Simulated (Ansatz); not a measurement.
# MgZn3: do energies and stresses tell the same story?

Computed with DFT r2SCAN, scalar-relativistic, plane waves, PAW in Ansatz.

Plane waves to 500 eV, a k mesh through Γ of 18×18×6 on the computed 4-atom cell and Gaussian smearing (0.10 eV); no spin polarisation.

Relaxed cell: P-6m2, a = 2.932 Å, b = 2.932 Å, c = 8.618 Å, α = 90.00°, β = 90.00°, γ = 120.00°, 4 atoms in the primitive cell. Whether it is the stable form of this composition wasn't checked.

Energies at zero smearing and pressures from the stress tensor, at volumes with shape and atoms relaxed:
```
V (Å³/atom) E − E(first) (meV/atom) P (GPa)
     15.078                     0.00     4.64
     15.559                   -10.08     2.11
     16.040                   -13.13    -0.01
     16.522                   -10.34    -1.75
     17.003                    -2.90    -3.16
```

Problem. Check P = −dE/dV between neighbouring volumes, and get the bulk modulus from the pressures alone.

Solution. With 1 eV/Å³ = 160.2 GPa:
```json
{"middle V (Å³/atom)": "15.318", "−ΔE/ΔV (GPa)": "3.356", "mean P (GPa)": "3.374"}
{"middle V (Å³/atom)": "15.800", "−ΔE/ΔV (GPa)": "1.015", "mean P (GPa)": "1.050"}
{"middle V (Å³/atom)": "16.281", "−ΔE/ΔV (GPa)": "-0.927", "mean P (GPa)": "-0.880"}
{"middle V (Å³/atom)": "16.762", "−ΔE/ΔV (GPa)": "-2.478", "mean P (GPa)": "-2.454"}
```

The two differ by 0.05 GPa at most. The mean of two end pressures misses the average over a step by about ΔV² P″/12, up to 0.03 GPa here; with that taken off 0.02 GPa remains. Around V = 16.040 Å³/atom, the two neighbours give B = −V ΔP/ΔV = 16.040 × 3.86 / 0.962 = 64.3 GPa, against B0 = 64.0 GPa from the Birch–Murnaghan fit of the energies.

Cost: 6 runs of about 20 core-minutes in all, on Arm Neoverse V2 (shared hosts).